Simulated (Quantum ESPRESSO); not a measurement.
Empty bands for a GW run on BeSe (zinc blende, space group F-43m, No. 216): 82 bands on a 6×6×6 mesh, PBEsol, PseudoDojo standard norm-conserving files, scalar-relativistic, Quantum ESPRESSO. The input, in which only the diagonalization keyword changes:

```
&CONTROL
  calculation = 'nscf'
  pseudo_dir = './pseudo'
  outdir = './out'
/
&SYSTEM
  ibrav = 0
  nat = 2
  ntyp = 2
  ecutwfc = 88.0
  ecutrho = 352.0
  occupations = 'fixed'
  force_symmorphic = .true.
  nbnd = 82
/
&ELECTRONS
  conv_thr = 2e-09
  diago_full_acc = .true.
  diago_thr_init = 1e-08
  diagonalization = 'david'
/
ATOMIC_SPECIES
Be 9.0122 Be.upf
Se 78.9710 Se.upf
CELL_PARAMETERS angstrom
  0.000000000000   2.565126145000   2.565126145000
  2.565126145000   0.000000000000   2.565126145000
  2.565126145000   2.565126145000   0.000000000000
ATOMIC_POSITIONS crystal
Be   0.000000000000   0.000000000000   0.000000000000
Se   0.750000000000   0.750000000000   0.750000000000
K_POINTS automatic
6 6 6 0 0 0
```

```csv
diagonalization,mean iterations per k point,rough time,largest change of an eigenvalue (eV)
david,21,1,–
cg,40,about 3×,2e-06
paro,16,within a factor of two,4e-09
```

An iteration means different work in each solver, so the counts don't rank them. Times are rough ratios from shared machines.

Spin-orbit coupling is not included.

Geometry relaxed with PBEsol.
